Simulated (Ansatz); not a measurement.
Data:

GeOs in space group P-6m2 (No. 187; Os on 1a, Ge on 1f), a = 3.4870 Å, b = 3.4870 Å, c = 2.9643 Å, α = 90.00°, β = 90.00°, γ = 120.00°.

This is the PBEsol-relaxed structure.

**Question.** All from PBEsol (plane waves, PAW; program Ansatz), unless another level is named. Predict the electronic character.

**Answer.** metallic (no gap).

**Question.** Predict the formation energy from the elements (no fitted shifts).

**Answer.** 0.27 eV/atom.

**Question.** Predict the density of states at the Fermi level.

**Answer.** 0.60 states/eV per atom (mean over ±0.08 eV).

**Question.** Next, the gap with spin–orbit coupling?

**Answer.** none (metallic).

A made-up cell: these elements were put on the sites of a structure type; neither database checked (COD, Materials Project) lists it. Its standing as an ambient phase is unchecked. The cell keeps a stress of up to 0.2 GPa. Symmetry was held in the PBEsol relaxation. At this level the phase is mechanically unstable. The run is not spin-polarised. The references are the lowest solids computed at this level, not always the standard phases. Spin–orbit coupling is left out wherever it is not named.

Potentials: the earlier of the program's two PAW sets. The files were generated under PBE; for other functionals the program regenerates the frozen cores, and for LDA and PBEsol the local potential too.
